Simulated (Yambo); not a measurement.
Yambo run on Ba2NF (space group R-3m, No. 166). The wavefunctions are PBEsol (pw.x of Quantum ESPRESSO, ONCV potentials, no spin-orbit coupling) ones on a 4×4×4 mesh (16 occupied bands); a = b = c = 6.9825 Å, α = β = γ = 32.81°.

Yambo input:

```
rim_cut
HF_and_locXC
RandQpts= 1000000
RandGvec= 1 Ry
EXXRLvcs= 84 Ry
VXCRLvcs= 336 Ry
% QPkrange
 1 | 1 | 16 | 17 |
 3 | 3 | 16 | 17 |
 7 | 7 | 16 | 17 |
 13 | 13 | 16 | 17 |
%
```

k points by index: 1 = Γ, 3 = L, 7 = F, 13 = Z.

The o-*.hf file then holds:

```
#    K-point    Band    Eo [eV]    Ehf [eV]    Vxc [eV]    Vnlxc [eV]
#
    1    16    -0.500916    -3.832908    -14.61625    -17.94825
    1    17    1.846395    6.029164    -8.985657    -4.802888
    3    16    -0.064312    -3.177526    -14.57212    -17.68534
    3    17    1.878171    6.261838    -9.705628    -5.321961
    7    16    0.000000    -3.157323    -14.98330    -18.14062
    7    17    0.894243    5.087624    -8.737831    -4.544450
    13    16    -0.573554    -3.879322    -14.33539    -17.64116
    13    17    2.796955    7.261497    -10.27815    -5.813607
```
Exchange alone, without screening.

Geometry relaxed with PBEsol.

The structure is a Materials Project entry; no match was found in the copy of COD used, and its stability was not checked.
